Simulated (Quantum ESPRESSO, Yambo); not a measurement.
AlN under isotropic strain

```xyz
4
Lattice="3.1131 0.0000 0.0000 -1.5566 2.6960 0.0000 0.0000 0.0000 4.9828" Properties=species:S:1:pos:R:3 pbc="T T T"
N      1.5566     0.8987     4.3897
N      0.0000     1.7974     1.8983
Al     1.5566     0.8987     2.4866
Al     0.0000     1.7974     4.9780
```

AlN (wurtzite, space group P6_3mc, No. 186) under isotropic strain (on all lattice vectors), counted from the cell relaxed with PBEsol, atoms relaxed at each step. PBEsol (Quantum ESPRESSO, PseudoDojo norm-conserving, 84 Ry, scalar-relativistic); G0W0 and BSE in Yambo (6×6×4 Γ-centred k mesh, 77 bands and a 8 Ry block in the screening, 77 bands in G with the Bruneval-Gonze terminator, plasmon pole fitted at 27.2 eV; BSE 9×9×6 mesh, 5 valence and 2 conduction bands, static screening with 23 bands and a 4 Ry block, scissor from each state's G0W0).

| strain (%) | pressure (GPa) | PBEsol gap (eV) | kind | G0W0 direct gap (eV) | lowest vertical BSE state (eV) | RPA ε∞ along x |
|---|---|---|---|---|---|---|
| -3 | 22.0 | 4.92 | near tie | 6.52 at Γ | not resolved | 4.20 |
| -1.5 | 10.0 | 4.50 | direct | 6.04 at Γ | not resolved | 4.28 |
| -0.7 | 4.4 | 4.29 | direct | 5.80 at Γ | not resolved | 4.32 |
| 0 | 0.0 | 4.10 | direct | 5.59 at Γ | not resolved | 4.36 |
| +1 | -5.7 | 3.85 | direct | 5.28 at Γ | not resolved | 4.39 |
| +2 | -10.7 | 3.60 | direct | 4.98 at Γ | not resolved | 4.45 |

Between -0.7 % and +1 % the direct gap at Γ has a volume deformation potential dE/dlnV of -10 eV in G0W0 and -8.7 eV in PBEsol.

GW, BSE and RPA settings are held fixed; their convergence isn't established. «Near tie»: competing band extrema lie within 0.03 eV. Strains are linear. The screening block changes size along the series (111 vectors at -3 %, 111 vectors at -1.5 %, 123 vectors at -0.7 %, 123 vectors at +0 %, 123 vectors at +1 %, 123 vectors at +2 %), which puts steps into the G0W0 values.  Axes are Cartesian, with cell vectors (Å) (3.11, 0.00, 0.00), (-1.56, 2.70, 0.00), (0.00, 0.00, 4.98).
